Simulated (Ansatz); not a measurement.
Given:

ZnS (zinc blende)

Space group F-43m (No. 216); a = b = c = 5.4434 Å, α = β = γ = 90.00°

```json
[
 {"atom": "S", "site": "4c", "symmetry": "-43m", "x": "0.2500", "y": "0.2500", "z": "0.2500"},
 {"atom": "Zn", "site": "4a", "symmetry": "-43m", "x": "0.0000", "y": "0.0000", "z": "0.0000"}
]
```
(The calculation used a cell of 2 atoms; values per cell refer to that cell.)

The volume is varied about the relaxed value V₀ at fixed cell shape. Symmetry pins the atoms to their sites.

Level of theory: PBE (plane waves to 420 eV, PAW, scalar-relativistic; Ansatz, a quantum-chemistry and plane-wave program). k mesh 10×10×10 (Γ-centred), Fermi-Dirac smearing 0.05 eV. Energies are smeared free energies. Stress and pressure are positive under compression. ZnS was relaxed with its symmetry unable to fall. The zero of ΔE is the relaxed starting cell.

The scan covers V/V₀ from 0.840 to 1.160 in 13 points.

### Question
What is the fitted pressure derivative B₀′?

### Answer
4.4.

### Question
What bulk modulus B₀ follows from a third-order Birch-Murnaghan fit?

### Answer
69.4 GPa.

(A scan under strain: stresses follow from slopes of the energy per volume, elastic moduli from its curvatures.)
